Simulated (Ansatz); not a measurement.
Here is the system:

CuCl:
```xyz
2
Lattice="0.0000 2.6039 2.6039 2.6039 0.0000 2.6039 2.6039 2.6039 0.0000" Properties=species:S:1:pos:R:3 pbc="T T T"
Cu     0.0000     0.0000     0.0000
Cl     3.9058     3.9058     3.9058
```

This is the LDA-relaxed structure.

Task: All from LDA in the plane-wave PAW code Ansatz, unless another level is named. Estimate the hole effective mass, band 2 of 3 at the edge.

Result: 1.2 along [100], 1.2 along [110], 2.5 along [111] (mₑ).

Task: Predict the band gap.

Result: 0.63 eV (direct).

Task: Predict the formation energy from the elements (no fitted shifts).

Result: -0.39 eV/atom.

Task: And the weight of the valence-edge state by species (Voronoi cells)?

Result: Cu 72 %, Cl 28 %.

Space group F-43m (zinc blende). Symmetry was held in the LDA relaxation; phonons on a q-mesh show no instability. No spin polarisation was allowed. The references are the lowest solids computed at this level, not always the standard phases (solids in place of the gases).

Potentials: the later of the program's two PAW sets.
